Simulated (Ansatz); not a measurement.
## Mn (dhcp): energy against volume

All numbers below come from Ansatz 0.2.0, DFT, PBEsol, plane waves (420 eV) with PAW, scalar-relativistic. The PAW files were generated under PBE, with cores re-solved for the functional.

The cell is scaled uniformly from the relaxed one, with fractional coordinates and shape fixed. Energies are extrapolated to zero smearing, pressures are those at the given smearing. Magnetic state: spin not included.

A Birch-Murnaghan fit gives V₀ = 10.32 Å³/atom, B₀ = 310 GPa, B₀′ = 4.4.

(1) What are the energy above the minimum and the pressure at 9.505 Å³/atom?

(2) What are the energy above the minimum and the pressure at 9.919 Å³/atom?

(3) What are the energy above the minimum and the pressure at 11.159 Å³/atom?

Results:

(1) 71.5 meV/atom and 30.84 GPa as computed.

(2) 15.9 meV/atom and 13.77 GPa as computed.

(3) 57.9 meV/atom and -20.03 GPa as computed.
